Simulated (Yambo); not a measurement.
G0W0@LDA for Rb2KScF6 (space group Fm-3m, No. 225) in Yambo. Reference settings: 2×2×2 Γ-centred k mesh, bands 2 to 284 and a 7 Ry block in the screening, 284 bands in G with the Bruneval-Gonze terminator, plasmon pole fitted at 27.2 eV. The LDA gap Γ → Γ on this mesh is 6.00 eV; G0W0 gaps are taken between the same points.

```tsv
change from the reference	G0W0 gap Γ → Γ (eV)	shift of the valence edge (eV)
reference settings	9.87	-2.32
137 bands in W	9.98	-2.23
3 Ry block	(withheld)	-2.70
112 bands in G, no terminator	9.67	-1.80
no terminator	9.75	-2.12
186 bands in W, 186 bands in G	9.92	-2.28
6 Ry block	9.88	-2.35
186 bands in G, no terminator	(withheld)	-2.01
```

Question: Estimate the withheld gaps from the other rows; the computed values follow.

Answer: 
- 3 Ry block, G0W0 gap Γ → Γ (eV): 10.14
- 186 bands in G, no terminator, G0W0 gap Γ → Γ (eV): 9.71

The reference isn't shown to be the converged limit.

Geometry of the Materials Project entry, not relaxed at this level; primitive cell a = b = c = 6.5046 Å, α = β = γ = 60.00°.

The structure is a Materials Project entry; no match was found in the copy of COD used, and its stability was not checked.

A shift is the quasiparticle energy of the state minus its LDA energy.
